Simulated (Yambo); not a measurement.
```xyz
8
Lattice="4.8411 0.0000 0.0000 0.0000 3.9473 0.0000 -0.9943 0.0000 6.3346" Properties=species:S:1:pos:R:3 pbc="T T T"
H      0.7639     1.7774     5.5079
H      3.0830     2.1698     0.8267
H      3.0830     3.7510     0.8267
H      0.7639     0.1962     5.5079
N      0.6386     0.9868     4.8656
N      3.2082     2.9604     1.4690
Rb     0.6878     0.9868     1.9093
Rb     3.1590     2.9604     4.4253
```

RbNH2 (space group P2_1/m, No. 11): mean Im ε in 1 eV windows above the direct gap of 4.18 eV, for different electron-hole kernels (Yambo, broadening 0.15 eV, norm-conserving PBEsol (Quantum ESPRESSO, 84 Ry, scalar-relativistic) bands; 4×6×4 mesh, 6 valence and 11 conduction bands, static screening with 61 bands and a 3 Ry block, scissor 2.17 eV, Tamm-Dancoff; field along x).

```json
[
 {"window (eV)": "4.2 to 5.2", "independent quasiparticles": "1.1", "RPA (no attraction)": "0.9", "BSE": "1.3"},
 {"window (eV)": "5.2 to 6.2", "independent quasiparticles": "1.2", "RPA (no attraction)": "0.9", "BSE": "2.0"},
 {"window (eV)": "6.2 to 7.2", "independent quasiparticles": "1.7", "RPA (no attraction)": "1.5", "BSE": "1.4"},
 {"window (eV)": "7.2 to 8.2", "independent quasiparticles": "2.1", "RPA (no attraction)": "2.0", "BSE": "1.4"},
 {"window (eV)": "8.2 to 9.2", "independent quasiparticles": "1.3", "RPA (no attraction)": "1.2", "BSE": "1.1"},
 {"window (eV)": "9.2 to 10.2", "independent quasiparticles": "1.7", "RPA (no attraction)": "1.6", "BSE": "0.7"}
]
```

This run doesn't resolve bound excitons or single peaks, so only averages are given, and they too depend on the mesh; weight that the attraction moves below the gap isn't listed. All transitions below 11.28 eV are in the band window. The scissor comes from a G0W0 run whose convergence isn't established.

Geometry of the Materials Project entry, not relaxed at this level.

The structure is a Materials Project entry; no match was found in the copy of COD used, and its stability was not checked.
